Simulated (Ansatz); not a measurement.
Consider a crystal of Li2PdRuC6N6 in space group Fm-3m (No. 225), with Li on 8c; Ru on 4a; Pd on 4b; C on 24e; N on 24e. A trial structure of Li2PdRuC6N6 was built thus: cyanide-bridged rock-salt net of two metals, 2 guest cations a cell.

Method: Ansatz 0.2.0, DFT PBE, scalar-relativistic, plane waves, PAW. Cutoff 420 eV, Γ-centred mesh, Gaussian smearing, collinear spin.

The zero of energy is the elements' standard structures at the same level (N₂ as a molecule); no fitted shifts are applied.

Task: Predict the relaxed structure.

Result:

Space group Fm-3m (No. 225). a = 10.747 Å, b = 10.747 Å, c = 10.747 Å, α = 90.00°, β = 90.00°, γ = 90.00°
| atom | site | symmetry | x | y | z |
| --- | --- | --- | --- | --- | --- |
| Li | 8c | -43m | 0.2500 | 0.7500 | 0.7500 |
| Ru | 4a | m-3m | 0.0000 | 0.0000 | 0.0000 |
| Pd | 4b | m-3m | 0.5000 | 0.0000 | 0.0000 |
| C | 24e | 4m.m | 0.1871 | 0.0000 | 0.0000 |
| N | 24e | 4m.m | 0.2964 | 0.0000 | 0.0000 |

Around Li lie 12 N at 3.83 Å and 12 C at 3.86 Å (long against covalent radii, as for large ions); Ru is surrounded by 6 C at 2.01 Å; Pd is surrounded by 6 N at 2.19 Å; around C lie 1 N at 1.18 Å, 1 Ru at 2.01 Å, 4 C at 2.84 Å, 1 Pd at 3.36 Å, 4 N at 3.77 Å and 4 Li at 3.86 Å; around N lie 1 C at 1.18 Å, 1 Pd at 2.19 Å, 4 N at 3.09 Å, 1 Ru at 3.19 Å, 4 C at 3.77 Å and 4 Li at 3.83 Å. Another local minimum with the same sites may exist.

Task: And its energy and gap?

Result: The formation energy is +0.309 eV/atom, the gap on the 6×6×6 mesh of the 16-atom cell is 1.16 eV and the net moment per atom is 0.12 μB. The moment by site is Pd 1.3 μB. A positive value: parting into the elements would lower its energy.

The last run used collinear spin and Gaussian smearing of 0.02 eV. Kohn–Sham gaps at this level usually fall short of measured ones. The reference form of C is held partly by dispersion forces, which this level lacks. The magnetic state reached may not be the lowest. Symmetry constrained the relaxation, so the result can be a saddle point. Site moments count only spheres around the atoms; the net moment includes the space between them.
